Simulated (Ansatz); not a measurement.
TiB2 (MoSi2 or CaC2 type, I4/mmm), DFT-PBE in the program Ansatz with PAW potentials, all energies at zero smearing, with the estimated change up to a 700 eV cutoff added, with one set of potentials and settings (totals compare only within such a set). Cell of 3 atoms (1 Ti, 2 B): -2811.084 eV.

| element | reference phase | E (eV/atom) |
|---|---|---|
| Ti | P6/mmm, 3 atoms in the cell | -2499.6739 |
| B | R-3m, 12 atoms in the cell | -155.9161 |

Formation energy per atom, worked out: (-2811.084 − 1×(-2499.6739) − 2×(-155.9161))/3 = 0.141 eV/atom (14 kJ per mol of atoms), at 0 K, without zero-point energy or fitted corrections.

The cell is a constructed one: a structure type filled with these elements; neither database checked (COD, Materials Project) lists it. It is not the phase usual at ambient conditions (space group No. 191). The cell was relaxed with PBE under the symmetry of its start; whether a distortion lowers the energy is not shown. The run is not spin-polarised. The references are the lowest solids computed at this level, not always the standard phases.

Potentials: the later of the program's two PAW sets.
